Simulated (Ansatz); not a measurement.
Consider the following.

La₂O₃:
```cif
data_La2O3
_chemical_formula_sum 'La2 O3'
_space_group_name_H-M_alt 'P 1'
_space_group_IT_number 1
_cell_length_a 3.90622
_cell_length_b 3.90622
_cell_length_c 6.04095
_cell_angle_alpha 90.000
_cell_angle_beta 90.000
_cell_angle_gamma 120.000
loop_
_space_group_symop_operation_xyz
  'x, y, z'
loop_
_atom_site_label
_atom_site_type_symbol
_atom_site_fract_x
_atom_site_fract_y
_atom_site_fract_z
_atom_site_occupancy
La1 La 0.66667 0.33333 0.75462 1
La2 La 0.33333 0.66667 0.24538 1
O1 O 0.66667 0.33333 0.35399 1
O2 O 0.33333 0.66667 0.64601 1
O3 O 0.00000 0.00000 0.00000 1
```

This is the PBEsol-relaxed structure.

Task: All from the program Ansatz at the PBEsol level (PAW), unless another level is named. Predict the Born charges (a third of the trace).

Result: La +4.10, O -2.76 to -2.68 e.

Task: Predict the electronic dielectric constant ε∞ (DFPT).

Result: 4.91 (xx = yy), 4.84 (zz).

Space group P-3m1 (La2O3 or Ni2Al3 type). The cell was relaxed with PBEsol under the symmetry of its start. Scalar-relativistic: spin–orbit coupling is off unless named, which matters more the heavier the elements.

Potentials: the earlier of the program's two PAW sets. The files were generated under PBE; for other functionals the program regenerates the frozen cores, and for LDA and PBEsol the local potential too.
